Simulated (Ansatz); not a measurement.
V4GaS8:
```cif
data_GaS8V4
_chemical_formula_sum 'V4 Ga1 S8'
_space_group_name_H-M_alt 'P 1'
_space_group_IT_number 1
_cell_length_a 6.72262
_cell_length_b 6.72262
_cell_length_c 6.72262
_cell_angle_alpha 60.000
_cell_angle_beta 60.000
_cell_angle_gamma 60.000
loop_
_space_group_symop_operation_xyz
  'x, y, z'
loop_
_atom_site_label
_atom_site_type_symbol
_atom_site_fract_x
_atom_site_fract_y
_atom_site_fract_z
_atom_site_occupancy
V1 V 0.60390 0.60390 0.18831 1
V2 V 0.60390 0.18831 0.60390 1
V3 V 0.18831 0.60390 0.60390 1
V4 V 0.60390 0.60390 0.60390 1
Ga1 Ga 0.00000 0.00000 0.00000 1
S1 S 0.86241 0.86241 0.41278 1
S2 S 0.86241 0.41278 0.86241 1
S3 S 0.41278 0.86241 0.86241 1
S4 S 0.86241 0.86241 0.86241 1
S5 S 0.36948 0.36948 0.89155 1
S6 S 0.36948 0.89155 0.36948 1
S7 S 0.89155 0.36948 0.36948 1
S8 S 0.36948 0.36948 0.36948 1
```

Relaxed with PBEsol.

Problem. Which orbitals make up the states near the Fermi level in plane-wave PAW PBEsol (Ansatz code)?

Solution. Within 0.5 eV of the Fermi level: V 3d 85 %, S 3p 10 %. Projections are on Löwdin-orthogonalised atomic valence shells; empty p or d shells of many metals are not among them.

Problem. Tabulate the density of states.

Solution. States/eV per cell of 13 atoms, in 0.25 eV bins, energy from the Fermi level.

```csv
E (eV),total,S 3p,V 3d,Ga 4p
-7.85,0.62,0.38,0.03,0.01
-7.60,0.97,0.58,0.05,0.02
-7.35,1.67,0.98,0.09,0.03
-7.10,2.02,1.16,0.11,0.04
-6.85,1.83,1.01,0.10,0.02
-6.60,0.48,0.25,0.03,0.00
-6.35,0.96,0.70,0.10,0.06
-6.10,2.40,1.75,0.27,0.15
-5.85,7.17,5.17,0.92,0.49
-5.60,9.28,6.79,1.33,0.29
-5.35,7.23,5.26,0.98,0.25
-5.10,12.96,10.12,1.66,0.25
-4.85,8.87,6.58,1.35,0.11
-4.60,4.19,2.92,0.76,0.06
-4.35,5.20,3.63,1.00,0.14
-4.10,10.08,6.98,2.09,0.43
-3.85,7.93,5.59,1.68,0.17
-3.60,12.35,8.53,2.79,0.16
-3.35,13.16,9.17,3.06,0.15
-3.10,23.60,15.39,6.98,0.27
-2.85,15.96,10.76,4.15,0.19
-2.60,2.66,1.72,0.76,0.02
-2.35,8.58,5.99,2.05,0.14
-2.10,11.89,9.34,1.85,0.22
-1.85,8.44,6.63,1.27,0.15
-1.60,5.74,4.27,1.00,0.19
-1.35,3.83,2.62,0.90,0.12
-1.10,4.21,1.90,2.00,0.08
-0.85,5.56,1.41,3.79,0.06
-0.60,9.71,1.42,7.92,0.01
-0.35,6.01,0.84,5.02,0.00
-0.10,4.84,0.33,4.23,0.07
0.15,18.76,1.75,16.11,0.13
0.40,0.40,0.05,0.35,0.00
0.65,0.00,0.00,0.00,0.00
0.90,0.00,0.00,0.00,0.00
1.15,2.93,0.28,2.22,0.06
1.40,20.57,1.85,16.16,0.68
1.65,9.08,1.29,7.46,0.06
1.90,16.00,4.21,10.52,0.25
2.15,16.28,4.83,10.41,0.16
2.40,11.27,3.70,6.66,0.06
2.65,9.36,3.46,5.28,0.07
2.90,8.52,2.89,4.47,0.12
3.15,3.37,1.12,1.68,0.10
3.40,7.52,2.57,3.29,0.37
3.65,11.18,4.38,5.04,0.20
3.90,2.55,0.90,0.41,0.23
4.15,2.51,0.84,0.22,0.34
4.40,1.19,0.19,0.08,0.42
4.65,1.57,0.25,0.10,0.58
```

Space group F-43m. The first step of the workflow began from a Materials Project structure, measured or hypothetical; the Crystallography Open Database files this formula in space group No. 216, but the cells were not matched. Whether it is the stable phase at ambient conditions was not checked. Symmetry was held in the PBEsol relaxation; whether a distortion lowers the energy is not shown. The workflow began spin-polarised and lost its moments. Spin–orbit coupling is left out wherever it is not named.

Potentials: the later of the program's two PAW sets.
